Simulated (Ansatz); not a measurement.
CaZn₂Ge₂:
```
CELL_PARAMETERS angstrom
     -2.12692     2.12692     5.29619
      2.12692    -2.12692     5.29619
      2.12692     2.12692    -5.29619
ATOMIC_POSITIONS crystal
  Ge 0.38277 0.38277 0.00000
  Ge 0.61723 0.61723 0.00000
  Ca 0.00000 0.00000 0.00000
  Zn 0.75000 0.25000 0.50000
  Zn 0.25000 0.75000 0.50000
```

Relaxed with r²SCAN. Special points in fractions of this cell's reciprocal vectors: Γ (0.000, 0.000, 0.000); X (0.000, 0.000, 0.500); P (0.250, 0.250, 0.250); N (0.000, 0.500, 0.000); M (0.500, 0.500, -0.500); S (0.290, 0.710, -0.290); S0 (-0.290, 0.290, 0.290); R (-0.081, 0.081, 0.500); G (0.500, 0.500, -0.081).

### Question
List the band energies nearest the Fermi level at these points for r²SCAN (plane waves, PAW; program Ansatz).

### Answer
In eV from the Fermi level; about four levels below and three above (degenerate sets whole), none deeper than 8.9 eV; points with the same levels are listed once.

```
k                          below                above
-  -----------------------------  -------------------
Γ  -2.61 -2.61 -0.84 -0.84 -0.10       0.10 1.27 2.29
X        -5.52 -4.36 -3.85 -2.47       0.21 1.73 1.73
P        -4.23 -3.19 -3.19 -0.49       2.85 2.85 3.37
N        -5.19 -2.09 -1.53 -0.27       0.09 1.24 1.51
M        -3.15 -3.15 -1.61 -1.20  0.15 0.20 0.83 0.83
S        -6.57 -3.37 -2.65 -2.31       0.24 0.82 1.59
R        -4.91 -4.61 -3.54 -2.34       0.22 1.75 1.88
```

Space group I4/mmm. The workflow started from an entry of the Crystallography Open Database (COD). Whether it is the stable phase at ambient conditions was not checked. Symmetry was held in the r²SCAN relaxation; its stability against distortions is not shown here. Spin–orbit coupling is left out wherever it is not named.

Potentials: the later of the program's two PAW sets.
